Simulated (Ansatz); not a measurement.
PbO2:
```xyz
6
Lattice="4.9365 0.0000 0.0000 0.0000 4.9365 0.0000 0.0000 0.0000 3.3906" Properties=species:S:1:pos:R:3 pbc="T T T"
Pb     0.0000     0.0000     0.0000
Pb     2.4682     2.4682     1.6953
O      1.5174     1.5174     0.0000
O      3.4191     3.4191     0.0000
O      0.9509     3.9856     1.6953
O      3.9856     0.9509     1.6953
```

This is the LDA-relaxed structure.

### Question
All from DFT-LDA in the program Ansatz with PAW potentials, unless another level is named. Estimate the highest zone-centre frequency.

### Answer
637 cm⁻¹.

### Question
What about the bulk modulus (Birch–Murnaghan fit)?

### Answer
138 GPa.

Space group P4_2/mnm (rutile). The LDA relaxation kept the symmetry of its start; of distortions, only those at the zone centre were tested, and some modes there are weakly imaginary. A small band overlap can be real or an error of a semilocal functional. As this level gives no gap, phonon frequencies hold no LO–TO term and depend on the k-mesh and smearing (Fermi–Dirac, 0.1 eV here). Spin–orbit coupling is left out wherever it is not named.

Potentials: the later of the program's two PAW sets.
